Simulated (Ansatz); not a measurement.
**Spin–orbit splittings in Cs**

```
Cs
1.0
    -3.12847    3.12847    3.12847
     3.12847   -3.12847    3.12847
     3.12847    3.12847   -3.12847
Cs
1
Direct
  0.00000 0.00000 0.00000
```

The cell is the one relaxed in the Materials Project (mp-1), not relaxed further here; entries there can be hypothetical.

Levels of theory: DFT, PBE, all-electron LAPW, scalar-relativistic (Ansatz 0.2.0); DFT, PBE, all-electron LAPW, Dirac equation with spin-orbit coupling (Ansatz 0.2.0).

Settings: a Γ-centred 9×9×9 k mesh, Fermi–Dirac smearing of 0.03 eV, basis error target 1 meV/atom, no spin polarisation.

Levels between -8 and 2 eV, each run counted from its own valence-band top where it has a gap, else its Fermi level. Scalar levels are listed once for both spins; with the coupling every spinor state is counted. Levels near the edges of the range can cross them.

(1) At P (0.250, 0.250, 0.250) the scalar-relativistic levels are 0.97 (×3). What are they with spin–orbit coupling?

Answers

(1) 0.90 (×2), 1.01 (×4).
